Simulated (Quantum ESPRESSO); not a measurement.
## W2ZrO6FN (a curve over strain)

Computed values, not a measurement. The program is pw.x of Quantum ESPRESSO 7.5 (plane-wave density functional theory). The cell is made up: 11 atoms on a rutile lattice with one site empty, with randomly drawn elements, strain and displacements, not relaxed. PseudoDojo standard norm-conserving files (v0.5 for PBE, v0.4.1 for LDA and PBEsol) set the functional; there is no spin polarisation, spin-orbit coupling or dispersion term, and the masses in the input are unused placeholders. A spin-polarised start on this cell or one of its family kept no moment above 0.05 Bohr magneton at the same smearing; a narrower smearing was not tried.

Seven runs add a strain to one cell (the same along x and y); the atoms follow the cell and are not relaxed. Stress in the table is positive in tension.

Input of the run at +0.0060:

```
&control calculation='scf', pseudo_dir='./dojo.nc.sr.pbe.v0_5.standard.upf', outdir='./o', disk_io='low', tprnfor=.true., tstress=.true. /
&system ibrav=0, nat=11, ntyp=5, nbnd=50, ecutwfc=84.00895049, nosym=.true., tot_charge=0,
 occupations='smearing', smearing='fd', degauss=0.0018374661
/
&electrons conv_thr=7.350e-09, electron_maxstep=60, /
ATOMIC_SPECIES
F 1.0 F.upf
N 1.0 N.upf
O 1.0 O.upf
W 1.0 W.upf
Zr 1.0 Zr.upf
CELL_PARAMETERS angstrom
4.785 0.0 0.0
0.0 4.785 0.0
0.0 0.0 6.2681
ATOMIC_POSITIONS angstrom
W -0.0992 -0.0677 -0.0118
W 2.3823 2.3422 1.6367
Zr 2.4397 2.4352 4.6655
O 1.4991 1.4155 -0.0167
O 3.369 3.2382 0.0081
O 3.8699 0.896 1.5416
F 0.9694 3.8341 1.5754
O 1.541 1.3775 3.0656
O 3.3851 3.3256 3.0792
O 3.8292 0.9516 4.7248
N 0.8671 3.8137 4.6178
K_POINTS automatic
5 5 4 1 1 1
```

```
added strain  free energy less that of the input shown (eV)  stress xx (GPa)  stress yy (GPa)  stress zz (GPa)  stress xy (GPa)  pressure (GPa)  iterations
     -0.0164                                        -0.1825            -0.54             0.71            15.63             0.73           -5.27          22
     -0.0142                                        -0.1808             0.41             1.68            16.14             0.59           -6.08          21
     -0.0067                                        -0.1466             3.46             4.82            17.78             0.16           -8.69          22
     +0.0060                                         0.0000             8.14             9.62            20.22            -0.48          -12.66          22
     +0.0094                                         0.0565             9.29            10.81            20.81            -0.63          -13.64          23
     +0.0151                                         0.1685            11.14            12.70            21.74            -0.86          -15.19          22
     +0.0209                                         0.3023            12.91            14.51            22.62            -1.07          -16.68          23
```

A cubic fit gives a slope of stress xx against the added strain of 367 GPa at zero added strain, with the atoms clamped. Across the table the free energy follows the integral of the stress to within 3.1 meV. A rerun of one of the cells at a cutoff of 1467 eV and k mesh 7 x 7 x 6 moved values by no more than 0.007 eV in energy, 0.02 GPa in stress and 0.004 eV/Å in force.